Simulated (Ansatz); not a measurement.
MgCu3H (anti-perovskite, space group No. 221), PBE (plane waves, PAW; program Ansatz), all energies at zero smearing, with the estimated change up to a 700 eV cutoff added, with one set of potentials and settings (totals compare only within such a set). Cell of 5 atoms (1 Mg, 3 Cu, 1 H): -21814.958 eV.

```
element                reference phase  E (eV/atom)
-------  -----------------------------  -----------
Mg       P6_3/mmc, 2 atoms in the cell   -1923.8027
Cu          Fm-3m, 1 atoms in the cell   -6625.1847
H            Cmce, 4 atoms in the cell     -15.8829
```

Formation energy per atom, worked out: (-21814.958 − 1×(-1923.8027) − 3×(-6625.1847) − 1×(-15.8829))/5 = 0.056 eV/atom (5 kJ per mol of atoms), at 0 K, without zero-point energy or fitted corrections.

Space group Pm-3m (anti-perovskite). The start of the workflow was typed in or built on a structure type; neither database checked (COD, Materials Project) lists it. Whether it is the stable phase at ambient conditions was not checked. The cell was relaxed with PBE under the symmetry of its start; its stability against distortions is not shown here. No spin polarisation was allowed. The references are the lowest solids computed at this level, not always the standard phases (solids in place of the gases).

Potentials: the earlier of the program's two PAW sets.
